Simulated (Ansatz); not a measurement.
**A crystal of composition HgC4F6 at more than one level of theory**

Plane-wave PAW calculations in Ansatz, scalar-relativistic unless spin-orbit coupling is named; Γ-centred meshes, relaxations with the symmetry kept. Pressure is positive in compression. No spin polarisation at the first level.

Settings: cutoff 420 eV, Γ-centred mesh 6×4×4 on the computed 11-atom cell, Gaussian smearing of 0.02 eV; no spin polarisation.

Structure relaxed with PBE+D3(BJ):

```
Hg C F
1.0
     5.07576   -0.03720   -0.03624
    -1.77354    5.65904    0.01298
    -2.18878   -2.39174    5.93951
Hg C F
1 4 6
Direct
  0.00000 0.00000 0.00000
  0.20953 0.13373 0.81011
  0.79047 0.86627 0.18989
  0.19195 0.32294 0.73934
  0.80805 0.67706 0.26066
  0.38394 0.02006 0.74867
  0.61606 0.97994 0.25133
  0.32972 0.40939 0.61927
  0.67028 0.59061 0.38073
  0.02913 0.45014 0.78249
  0.97087 0.54986 0.21751
```

What changes with r2SCAN (relaxed anew)?

| level | cell | cutoff (eV) | k mesh | primitive cell | V (Å³/atom) | P (GPa; residual where relaxed) | gap on mesh (eV) |
| --- | --- | --- | --- | --- | --- | --- | --- |
| PBE+D3(BJ) | relaxed | 420 | 6×4×4 | a = 5.08 Å, b = 5.93 Å, c = 6.77 Å, α = 103.81°, β = 109.09°, γ = 107.82° | 15.4 | -0.01 | 3.58 |
| r2SCAN | relaxed | 500 | 6×4×4 | a = 5.01 Å, b = 5.79 Å, c = 6.74 Å, α = 104.20°, β = 110.31°, γ = 107.44° | 14.6 | 0.00 | 4.01 |

The start is a cell measured at 110 K (doi:10.1021/ic991018h), with 13.73 Å³ an atom; a static calculation leaves out thermal expansion, so the difference isn't the functional's error alone.

Spin-orbit coupling is left out.

Cost: 2 runs of about 20 core-minutes in all, on Intel Xeon Platinum 8259CL (Skylake/Cascade Lake) (shared hosts).